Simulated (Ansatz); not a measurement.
A geometry of Si2Mo away from equilibrium: the start of the relaxation of a relaxed Si2Mo cell shaken by Gaussian noise of σ = 0.08 Å a coordinate. All values below come from r2SCAN (plane waves to 500 eV, PAW, scalar-relativistic; Ansatz, a first-principles code). Γ-centred k-mesh 6×6×4 on the run's cell (coarser than for final values), Fermi–Dirac smearing 0.05 eV.

```xyz
9
Lattice="4.5846 0.0000 0.0000 -2.2923 3.9704 0.0000 0.0000 0.0000 6.5778" Properties=species:S:1:pos:R:3 pbc="T T T"
Mo     2.3989     0.0129    -0.0061
Mo     1.1088     2.0322     2.1568
Mo    -1.2169     2.0315     4.3889
Si    -0.0752     1.3126    -0.0352
Si     3.4097     0.6051     2.2301
Si     1.0233     3.3686     4.3920
Si     2.2870     2.6760     0.0067
Si    -1.0963     3.2344     2.3135
Si     1.0841     0.6823     4.5279
```

Problem. What forces act on the atoms (eV/Å)?

Solution. 
| atom | Fx | Fy | Fz |
|---|---|---|---|
| Mo1 | -2.89 | 0.03 | 0.41 |
| Mo2 | 0.50 | -1.42 | 1.16 |
| Mo3 | 0.70 | -0.91 | 0.67 |
| Si4 | 0.90 | 0.21 | 1.33 |
| Si5 | 0.69 | 0.59 | -0.26 |
| Si6 | 1.22 | -0.47 | -0.36 |
| Si7 | 0.12 | 0.33 | 0.19 |
| Si8 | -1.04 | 1.45 | -1.67 |
| Si9 | -0.20 | 0.19 | -1.48 |

Problem. What is the pressure?

Solution. +2.9 GPa, compression positive.

Problem. How much energy per atom can still be gained by relaxing?

Solution. 0.08 eV/atom; the path ends in P6₂22 (No. 180) (AFLOW prototype AB2_hP9_180_d_j (C40, as in CrSi2)).

No spin polarisation in the result.

The first start was generated by placing the elements on the sites of a structure type. Materials Project lists a structure of Si2Mo in the same space group, P6₂22 (No. 180); the sites were not compared with it, nor with measured phases. Known forms of Si2Mo include space group No. 139.
